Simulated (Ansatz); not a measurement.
Be2Ag:
```yaml
crystal:
  lattice:
    - [0.00000, 3.19032, 3.19032]
    - [3.19032, 0.00000, 3.19032]
    - [3.19032, 3.19032, 0.00000]
  atoms:
    - { symbol: Ag, position: [0.50000, 0.50000, 0.50000] }
    - { symbol: Ag, position: [0.75000, 0.75000, 0.75000] }
    - { symbol: Be, position: [0.12500, 0.12500, 0.12500] }
    - { symbol: Be, position: [0.62500, 0.12500, 0.12500] }
    - { symbol: Be, position: [0.12500, 0.12500, 0.62500] }
    - { symbol: Be, position: [0.12500, 0.62500, 0.12500] }
```

Relaxed with r²SCAN. Special points in fractions of this cell's reciprocal vectors: Γ (0.000, 0.000, 0.000); X (0.500, 0.000, 0.500); U (0.625, 0.250, 0.625); K (0.375, 0.375, 0.750); L (0.500, 0.500, 0.500); W (0.500, 0.250, 0.750).

Task: List the band energies nearest the Fermi level at these points for the program Ansatz at the r²SCAN level (PAW).

Result: In eV from the Fermi level; about four levels below and three above (degenerate sets whole), none deeper than 8.9 eV; points with the same levels are listed once.

```csv
k,below,above
Γ,-6.10 -6.10 -6.10 -4.74 -4.74 -3.55,0.40 0.40 0.40
X,-3.61 -3.61 -1.70 -1.70,5.93 5.93 6.68 6.68
U,-4.69 -4.42 -2.77 -1.84,0.74 4.07 4.34
L,-4.84 -2.78 -0.89 -0.89,1.82 1.82 3.69
W,-4.58 -4.58 -4.49 -4.49,0.09 0.09 3.64 3.64
```

Space group Fd-3m (cubic Laves (MgCu2 type)). The workflow started from an entry of the Crystallography Open Database (COD). Whether it is the stable phase at ambient conditions was not checked. Symmetry was held in the r²SCAN relaxation; its stability against distortions is not shown here. The run is not spin-polarised. Spin–orbit coupling is left out wherever it is not named.

Potentials: the later of the program's two PAW sets.
